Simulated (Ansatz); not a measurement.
NbAu₂ (space group P6/mmm)

Space group P6/mmm (No. 191); a = b = 4.6605 Å, c = 2.7461 Å, α = β = 90.00°, γ = 120.00°

| atom | site | symmetry | x | y | z |
|---|---|---|---|---|---|
| Nb | 1a | 6/mmm | 0.0000 | 0.0000 | 0.0000 |
| Au | 2d | -6m2 | 0.3333 | 0.6667 | 0.5000 |

The volume is varied about the relaxed value V₀ at fixed cell shape. Symmetry pins the atoms to their sites.

Level of theory: r2SCAN (plane waves to 500 eV, PAW, scalar-relativistic; Ansatz, a quantum-chemistry and plane-wave program). k mesh 12×12×17 (Γ-centred), Fermi-Dirac smearing 0.05 eV. Energies are smeared free energies. Compression counts positive. With the shape held, the modulus is that of even scaling; a crystal free to change shape is softer. NbAu2 is run without spin polarisation. NbAu2 was relaxed with its symmetry unable to fall. Spin-orbit coupling is left out, though Au is heavy. The zero of ΔE is the relaxed starting cell.

```tsv
V (Å³/cell)	ΔE (eV/atom)	P (GPa)
48.55	0.043	14.2
49.33	0.023	10.1
50.10	0.010	6.4
50.88	0.002	3.1
51.65	0.000	0.0
52.43	0.002	-2.8
53.20	0.009	-5.4
53.98	0.019	-7.7
54.75	0.034	-9.8
```

Summary:

| Property | Result |
|---|---|
| Pressure at the smallest volume | 14.2 GPa |
| Energy cost of the largest compression | 43 meV/atom |
| Energy cost of the largest expansion | 34 meV/atom |
| Bulk modulus at fixed cell shape B₀ (third-order Birch-Murnaghan fit) | 195 GPa |
| Pressure derivative B₀′ (fit) | 5.2 |
| Equilibrium volume of the fit | 17.22 Å³/atom |
| Pressure for 5 % compression (fit) | 11.4 GPa |

The 9 points together took roughly 2.5 core-minutes.

(A scan under strain: stresses follow from slopes of the energy per volume, elastic moduli from its curvatures.)
